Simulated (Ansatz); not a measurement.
**Levels of theory for AlB3P4 (ordering on zincblende)**

All numbers come from the plane-wave code Ansatz. No spin polarisation. The prototype was imposed, so other structures may be more stable.

Structure: an ordered 8-atom cell of AlB3P4 on the zincblende lattice (Cm), at its r2SCAN minimum. Space group Cm (No. 8), monoclinic; conventional cell a = 11.236 Å, b = 3.349 Å, c = 5.926 Å, β = 99.4°, 13.75 Å³ an atom. B has 4 P at 1.98–2.09 Å; B has 4 P at 1.97–2.07 Å; B has 4 P at 1.94–2.02 Å; Al has 4 P at 2.24–2.30 Å; P has 3 B at 2.04–2.07 Å and 1 Al at 2.30 Å; P has 4 B at 2.02–2.09 Å; P has 3 B at 1.98–2.00 Å and 1 Al at 2.27 Å; P has 2 B at 1.94–1.97 Å and 2 Al at 2.24 Å.

Gaps on the r2SCAN cell, each the least over its mesh and the special points:
```json
{"level": "r2SCAN", "k mesh": "8×8×4", "gap (eV)": "0.72", "kind": "indirect", "edges": "Γ → (0.138, -0.427, 0.432)", "least direct gap (eV)": "1.07"}
{"level": "HSE06", "k mesh": "4×4×4", "gap (eV)": "1.21", "kind": "indirect", "edges": "Γ → (0.138, -0.427, 0.432)", "least direct gap (eV)": "1.59"}
{"level": "PBE0", "k mesh": "4×4×4", "gap (eV)": "1.90", "kind": "indirect", "edges": "Γ → (0.138, -0.427, 0.432)", "least direct gap (eV)": "2.30"}
```
Wave cutoffs: 420 eV, 500 eV (r2SCAN).
Points off the special ones are mesh points or PBE's searched band edges, reused at the other levels. PBE's own run along the path (0.53 eV) came before the search for the edges and missed one, so it isn't listed.

With HSE06 the valence top lies at Γ and the conduction bottom at k = (0.138, -0.427, 0.432), 1.21 eV higher; the smallest vertical gap, at k = (3/8, 3/8, -1/4), is 1.59 eV.

All these functionals give a gap of the same kind, indirect.

Coordinates of k points refer to the reciprocal vectors of the primitive cell of the runs.

The meshes of the hybrids are coarse, so their gaps aren't converged to the digits shown.
